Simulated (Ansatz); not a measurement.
Task: MoPt (L1₀ or tetragonal B2, P4/mmm) is relaxed with plane-wave PAW PBEsol (Ansatz code). What lattice parameters of the conventional cell result?

Result: a = 2.700 Å, c = 4.090 Å.

The start of the workflow was typed in or built on a structure type; neither database checked (COD, Materials Project) lists it. Its standing as an ambient phase is unchecked. Symmetry was held in the PBEsol relaxation; whether a distortion lowers the energy is not shown. The run is not spin-polarised. Axis ratios of metals converge slowly with the k-mesh, so a and c are less sure than the volume. Spin–orbit coupling is left out wherever it is not named.

Potentials: the later of the program's two PAW sets.
